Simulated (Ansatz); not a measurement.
Ti3CuC2 in space group P6_3/mmc (No. 194; Ti on 4f, Ti on 2a, Cu on 2b, C on 4f), DFT-r²SCAN in the program Ansatz with PAW potentials, all energies at zero smearing, with the estimated change up to a 700 eV cutoff added, with one set of potentials and settings (totals compare only within such a set). Cell of 12 atoms (6 Ti, 2 Cu, 4 C): -29303.493 eV.

```
element                reference phase  E (eV/atom)
-------  -----------------------------  -----------
Ti         P6/mmm, 3 atoms in the cell   -2504.3941
Cu          Fm-3m, 1 atoms in the cell   -6631.2549
C        P6_3/mmc, 4 atoms in the cell    -251.6688
```

Formation energy per atom, worked out: (-29303.493 − 6×(-2504.3941) − 2×(-6631.2549) − 4×(-251.6688))/12 = -0.662 eV/atom (-64 kJ per mol of atoms), at 0 K, without zero-point energy or fitted corrections.

The start of the workflow was typed in or built on a structure type; neither database checked (COD, Materials Project) lists it. Whether it is the stable phase at ambient conditions was not checked. The cell was relaxed with r²SCAN under the symmetry of its start; its stability against distortions is not shown here. The run is not spin-polarised. The references are the lowest solids computed at this level, not always the standard phases.

Potentials: the earlier of the program's two PAW sets.
